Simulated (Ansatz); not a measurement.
PbSe:
```
CELL_PARAMETERS angstrom
      0.00000     3.10877     3.10877
      3.10877     0.00000     3.10877
      3.10877     3.10877     0.00000
ATOMIC_POSITIONS crystal
  Pb 0.00000 0.00000 0.00000
  Se 0.50000 0.50000 0.50000
```

The program Ansatz at the PBE level (PAW) gives a gap of 0.43 eV without spin–orbit coupling, maximum at L, minimum at L.

**Question.** What happens when spin–orbit coupling is switched on?

**Answer.** The gap drops by 0.38 eV, to 0.05 eV; maximum at L, minimum at L.

**Question.** Give the Z2 indices of the occupied bands with spin–orbit coupling.

**Answer.** 0;(000).

Space group Fm-3m (rock salt). Symmetry was held in the PBE relaxation; of distortions, only those at the zone centre were tested.

Potentials: the later of the program's two PAW sets.
